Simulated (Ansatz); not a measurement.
## Equation of state of rhodium, simple cubic

Method: DFT, BLYP, plane waves (420 eV) with PAW, scalar-relativistic in Ansatz 0.2.0. The PAW files were generated under PBE, with cores re-solved for the functional.

The cell is scaled uniformly from the relaxed one, with fractional coordinates and shape fixed. Energies are extrapolated to zero smearing, pressures are those at the given smearing. Magnetic state: spin not included.

```
V (Å³/atom)  E − E₀ (meV/atom)  P (GPa)
     15.187              146.1    26.92
     15.878               57.3    15.61
     16.568               11.8     6.76
     17.258                0.1    -0.16
     17.949               14.9    -5.56
     18.639               50.2    -9.75
     19.329              101.5   -13.00
```

Problem. Fit a third-order Birch-Murnaghan equation.

Solution. V₀ = 17.19 Å³/atom, B₀ = 155 GPa, B₀′ = 5.2.
